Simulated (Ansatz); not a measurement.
AlP (NiAs type, P6_3/mmc) under volume change, PBE in the plane-wave PAW code Ansatz, shape and atoms relaxed at each volume.

| V (Å³/atom) | E − E(relaxed) (meV/atom) | P (GPa) |
|---|---|---|
| 14.785 | 50.1 | 11.91 |
| 15.272 | 21.0 | 7.30 |
| 15.760 | 5.0 | 3.37 |
| 16.247 | 0.0 | 0.00 |
| 16.734 | 4.5 | -2.88 |
| 17.222 | 17.1 | -5.33 |
| 17.709 | 36.5 | -7.41 |

Task: What does a third-order Birch–Murnaghan fit give for V₀, B₀ and B′?

Result: V₀ = 16.25 Å³/atom, B₀ = 103 GPa, B′ = 4.2.

A made-up cell: these elements were put on the sites of a structure type; neither database checked (COD, Materials Project) lists it. It is not the phase usual at ambient conditions (space group No. 216). The cell was relaxed with PBE under the symmetry of its start; phonons on a q-mesh show no instability.

Potentials: the later of the program's two PAW sets.
